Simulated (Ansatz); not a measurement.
LaAlHO$_{2}$:
Space group P4/mmm (No. 123); a = b = 3.7743 Å, c = 3.8952 Å, α = β = γ = 90.00°

| atom | site | symmetry | x | y | z |
|---|---|---|---|---|---|
| La | 1d | 4/mmm | 0.5000 | 0.5000 | 0.5000 |
| Al | 1a | 4/mmm | 0.0000 | 0.0000 | 0.0000 |
| O | 2f | mmm. | 0.0000 | 0.5000 | 0.0000 |
| H | 1b | 4/mmm | 0.0000 | 0.0000 | 0.5000 |

Relaxed with r²SCAN.

Tabulate the valence density and the electron localisation function along the shortest Al–O contact (1.89 Å), DFT-r²SCAN in the program Ansatz with PAW potentials.



```csv
distance from Al (Å),density (e/Å³),ELF
0.19,0.05,0.07
0.28,0.05,0.01
0.38,0.07,0.01
0.47,0.10,0.03
0.57,0.15,0.12
0.66,0.23,0.32
0.75,0.32,0.55
0.85,0.44,0.69
0.94,0.59,0.76
1.04,0.81,0.80
1.13,1.13,0.82
1.23,1.61,0.83
1.32,2.36,0.82
1.42,3.42,0.78
1.51,4.74,0.70
1.60,6.16,0.57
1.70,7.44,0.41
```

The density is the valence pseudo-density with augmentation charge, so density and ELF within about 1 Å of a nucleus are not all-electron values.

The start of the workflow was typed in or built on a structure type; neither database checked (COD, Materials Project) lists it. Its standing as an ambient phase is unchecked. The cell was relaxed with r²SCAN under the symmetry of its start; its stability against distortions is not shown here. Spin–orbit coupling is left out wherever it is not named.

Potentials: the earlier of the program's two PAW sets.
